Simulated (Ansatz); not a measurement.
BIr in space group P-6m2 (No. 187; B on 1b, Ir on 1e) under volume change, LDA (plane waves, PAW; program Ansatz), shape and atoms relaxed at each volume.

```csv
V (Å³/atom),E − E(relaxed) (meV/atom),P (GPa)
9.523,105.7,39.19
9.837,44.3,23.91
10.151,…,…
10.465,0.0,0.00
10.779,9.3,-9.28
11.093,…,…
11.407,75.6,-23.74
```

Question: Some entries are withheld; supply them.

Answer: 
- 11.093, E − E(relaxed) (meV/atom): 35.4
- 11.093, P (GPa): -17.13
- 10.151, E − E(relaxed) (meV/atom): 10.4
- 10.151, P (GPa): 10.96

Question: What does a third-order Birch–Murnaghan fit give for V₀, B₀ and B′?

Answer: V₀ = 10.46 Å³/atom, B₀ = 335 GPa, B′ = 4.5.

The workflow started from a Materials Project entry (that database holds measured and hypothetical structures alike); the Crystallography Open Database copy checked does not list it. Whether it is the stable phase at ambient conditions was not checked. The LDA relaxation kept the symmetry of its start. At this level the phase is mechanically unstable. No spin polarisation was allowed. Scalar-relativistic: spin–orbit coupling is off unless named, which matters more the heavier the elements.

Potentials: the later of the program's two PAW sets.
